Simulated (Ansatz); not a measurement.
A geometry of Be away from equilibrium: the start of the relaxation of a generated cell, Be built in the AFLOW prototype A_aP4_2_aci. Level of theory: r2SCAN (plane waves to 500 eV, PAW, scalar-relativistic; Ansatz, a program for electronic structure). Γ-centred k-mesh 15×13×6 on the run's cell (coarser than for final values), Fermi–Dirac smearing 0.05 eV.

```xyz
4
Lattice="2.1856 0.0000 0.0000 0.2188 2.5786 0.0000 0.0952 0.4284 5.7835" Properties=species:S:1:pos:R:3:forces:R:3 pbc="T T T" free_energy=-372.153 pressure_GPa=4.5
Be     0.0000     0.0000     0.0000    0.0000    0.0000    0.0000
Be     0.0476     0.2142     2.8917    0.0000    0.0000    0.0000
Be     1.0962     1.5859     1.4979    1.3629   -1.2543    0.0690
Be     1.4034     1.4210     4.2856   -1.3629    1.2543   -0.0690
```

Positions in Å, forces in eV/Å, free energy of the cell in eV (comparable only within this code, potentials and settings). Largest force: 1.85 eV/Å, on Be3, Be4 (atoms numbered as listed); the geometry lies 0.22 eV/atom above the end of its relaxation.

No spin polarisation in the result.

The run could not lose the symmetry of its start: the end is stationary, and may be a saddle point rather than a minimum.

The end of the path is a generated cell of Be: the first start was made by placing the elements on the sites of a structure type, and the end was not matched to a known phase here, so it may be hypothetical. Known forms of Be include space group No. 194.
